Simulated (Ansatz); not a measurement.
# I: do energies and stresses tell the same story?

Method: Ansatz, DFT PBE+D3(BJ), scalar-relativistic, plane waves, PAW.

Cutoff 420 eV; k points 8×8×4 on the computed 4-atom cell (Γ-centred); Gaussian smearing, width 0.02 eV; no spin polarisation.

Relaxed cell: Cmce, a = 7.344 Å, b = 4.481 Å, c = 9.652 Å, α = 90.00°, β = 90.00°, γ = 90.00°, 4 atoms in the primitive cell.

Energies at zero smearing and pressures from the stress tensor, at volumes with shape and atoms relaxed:
```tsv
V (Å³/atom)	E − E(first) (meV/atom)	P (GPa)
34.940	0.00	2.348
36.131	-14.47	1.548
37.322	-23.62	0.925
38.513	-28.50	0.413
39.704	-30.00	0.012
40.895	-28.86	-0.304
42.087	-25.67	-0.547
43.675	-19.08	-0.779
```

Task: Check P = −dE/dV between neighbouring volumes, and get the bulk modulus from the pressures alone.

Result: With 1 eV/Å³ = 160.2 GPa:
```tsv
middle V (Å³/atom)	−ΔE/ΔV (GPa)	mean P (GPa)
35.535	1.946	1.948
36.726	1.231	1.236
37.918	0.657	0.669
39.109	0.202	0.213
40.300	-0.154	-0.146
41.491	-0.429	-0.425
42.881	-0.664	-0.663
```

The two differ by 0.012 GPa at most. The mean of two end pressures misses the average over a step by about ΔV² P″/12, up to 0.013 GPa here; with that taken off 0.011 GPa remains. Around V = 39.704 Å³/atom, the two neighbours give B = −V ΔP/ΔV = 39.704 × 0.717 / 2.382 = 12.0 GPa, against B0 = 11.7 GPa from the Birch–Murnaghan fit of the energies.

Cost: 9 runs of about 8.1 core-minutes in all, on AMD EPYC 9R14 (Zen 4) (shared hosts).